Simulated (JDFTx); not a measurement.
System: TiAl3(110) (I4/mmm bulk; lattice of mp-542915, not re-optimised at this level), 1x1 cell of 14 atoms in 7 planes (Al outermost, slab composition Ti3Al11), area 23.14 Å² a face, 8.0 Å between the outermost planes in a cell 24.1 Å high; k mesh 6×6×1, Fermi width 0.01 Ha, no spin polarisation. Whether this polymorph is the ambient one wasn't checked. Neither spin polarisation nor a larger cell was tried.

Method: PBE, GBRV ultrasoft potentials, plane waves to 20/100 Ha, in JDFTx (a modified build). Liquid on both sides: linear PCM (GLSSA13), water, 1 M KF; nuclei fixed. 

Charging data:

```tsv
U − U_pzc (V)	σ (μC/cm²)
-0.62	-9.80
0.00	0.00
0.28	5.27
```

Working it through: a check of Lippmann's equation. The grand free energy per area against the neutral slab, Δγ = [F(N) − F(N₀) − μ(N − N₀)]/2A, is taken from the total energies of the same runs.

```tsv
U − U_pzc (V)	Δγ (mJ/m²)
-0.62	-31.7
0.00	0.0
0.28	-7.1
```

Δγ is largest at zero charge and falls away from it, as dγ/dU = −σ demands. At -0.62 V the computed -31.7 mJ/m² stands beside -30.6 mJ/m² from the constant-capacitance formula.
